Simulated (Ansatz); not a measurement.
MgS (rock salt, Fm-3m) at seven volumes, DFT-PBE in the program Ansatz with PAW potentials, scaled uniformly. One row is withheld.

```csv
V (Å³/atom),P (GPa)
16.270,8.46
16.806,5.19
17.343,2.40
17.879,0.00
18.415,-2.06
18.952,-3.82
19.488,?
```

Question: Fit the shown pressures and predict the withheld one.

Answer: P = (3/2)B₀(x^(7/2) − x^(5/2))[1 + (3/4)(B′ − 4)(x − 1)] with x = (V₀/V)^(2/3). Least squares on the six rows gives V₀ = 17.879 Å³/atom, B₀ = 73.9 GPa, B′ = 4.10. At V = 19.488, x = 0.9442 and P = -5.34 GPa. The run itself gave -5.34 GPa.

Symmetry was held in the PBE relaxation; phonons on a q-mesh show no instability.

Potentials: the later of the program's two PAW sets.
